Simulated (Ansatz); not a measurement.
Consider the following.

SiGe:
Space group R-3m, hexagonal axes (No. 166); a = 3.9211 Å, b = 3.9211 Å, c = 19.1755 Å, α = 90.00°, β = 90.00°, γ = 120.00°

```
atom  site  symmetry       x       y       z
----  ----  --------  ------  ------  ------
Si      6c        3m  0.0000  0.0000  0.0611
Ge      6c        3m  0.0000  0.0000  0.4359
```
(The calculation used a cell of 4 atoms; values per cell refer to that cell.)

This is the PBEsol-relaxed structure.

### Question
All from PBEsol (plane waves, PAW; program Ansatz), unless another level is named. Predict the Born charges (a third of the trace).

### Answer
Si -0.05, Ge +0.05 e.

### Question
Give the electronic dielectric constant ε∞ (DFPT).

### Answer
15.4 (xx = yy), 15.5 (zz).

The start of the workflow was typed in or built on a structure type; neither database checked (COD, Materials Project) lists it. Whether it is the stable phase at ambient conditions was not checked. The cell was relaxed with PBEsol under the symmetry of its start; whether a distortion lowers the energy is not shown. Spin–orbit coupling is left out wherever it is not named.

Potentials: the later of the program's two PAW sets.
